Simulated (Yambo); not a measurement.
GaP (zinc blende, space group F-43m, No. 216), G0W0@PBE (Yambo, plasmon pole, terminator in G, 4×4×4 mesh): gap Γ → X in eV by bands and screening block.

```tsv
bands (W and G)	3 Ry	6 Ry	9 Ry	12 Ry	15 Ry
38	[?]	2.18	[?]	2.23	2.23
63	2.07	2.18	2.25	2.26	2.26
94	2.07	2.19	2.27	2.28	2.29
136	2.06	2.19	2.28	[?]	2.31
180	2.06	2.19	2.29	2.31	2.32
```

Estimate the withheld gaps from their neighbours; the computed values follow.


- 38, 3 Ry: 2.09
- 38, 9 Ry: 2.22
- 136, 12 Ry: 2.30

The largest settings aren't shown to be the converged limit.

Spin-orbit coupling is not included.

Geometry relaxed with PBEsol; primitive cell a = 3.8466 Å, b = 3.8466 Å, c = 3.8466 Å, α = 60.00°, β = 60.00°, γ = 60.00°.

The potentials are those of PseudoDojo's stringent table.
